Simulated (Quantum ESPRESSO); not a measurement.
**Band energies of PtSe₂ monolayer**

```
CELL_PARAMETERS angstrom
      3.70996     0.00000     0.00000
     -1.85498     3.21292     0.00000
      0.00000     0.00000    15.60000
ATOMIC_POSITIONS crystal
  Se 0.66667 0.33333 0.91531
  Se 0.33333 0.66667 0.08469
  Pt 0.00000 0.00000 0.00000
```

norm-conserving PBE (stringent potentials; Quantum ESPRESSO, 104 Ry, without SOC); path ΓMKΓ; energies in eV from the valence-band maximum.

| k (1/Å) | point | band 29 | band 30 | band 31 | band 32 | band 33 | band 34 | band 35 | band 36 |
|---|---|---|---|---|---|---|---|---|---|
| 0.00 | Γ | -2.86 | -1.29 | -0.66 | 0.00 | 0.00 | 2.97 | 2.97 | 4.59 |
| 0.22 |  | -2.95 | -1.68 | -0.44 | -0.10 | -0.01 | 2.18 | 2.78 | 5.06 |
| 0.43 |  | -3.08 | -2.18 | -0.42 | -0.24 | -0.23 | 1.37 | 2.56 | 5.77 |
| 0.65 |  | -2.95 | -2.31 | -1.40 | -0.83 | -0.61 | 1.79 | 2.59 | 4.98 |
| 0.87 |  | -2.48 | -2.22 | -2.10 | -1.58 | -1.25 | 2.33 | 2.69 | 4.69 |
| 0.98 | M | -2.32 | -2.30 | -1.95 | -1.80 | -1.46 | 2.41 | 2.70 | 4.68 |
| 1.09 |  | -2.57 | -2.31 | -2.23 | -1.41 | -1.41 | 2.39 | 2.51 | 4.82 |
| 1.32 |  | -3.50 | -2.39 | -2.30 | -1.19 | -0.91 | 1.78 | 2.17 | 5.68 |
| 1.54 | K | -3.47 | -2.52 | -2.30 | -0.97 | -0.97 | 1.78 | 1.78 | 6.05 |
| 1.73 |  | -3.51 | -2.35 | -2.16 | -1.32 | -0.64 | 1.55 | 2.13 | 6.03 |
| 1.92 |  | -3.67 | -2.18 | -1.65 | -1.30 | -0.28 | 1.51 | 2.20 | 6.10 |
| 2.11 |  | -3.59 | -2.26 | -0.90 | -0.70 | -0.08 | 1.74 | 1.85 | 6.32 |
| 2.29 |  | -3.28 | -2.09 | -0.27 | -0.24 | -0.14 | 1.70 | 2.27 | 5.71 |
| 2.48 |  | -2.95 | -1.60 | -0.49 | -0.08 | 0.00 | 2.37 | 2.78 | 4.96 |
| 2.67 | Γ | -2.86 | -1.29 | -0.66 | 0.00 | 0.00 | 2.97 | 2.97 | 4.59 |

The PBE gap is indirect, 1.37 eV, from 11 % of the way from Γ to M to 44 % of the way from Γ to M; the smallest direct gap is 1.59 eV. The valence-band maximum lies 5.66 eV below the vacuum level.

Spin-orbit coupling is left out, which matters for elements this heavy: edges can move by tenths of an eV.

Geometry relaxed with PBE+D3(BJ).
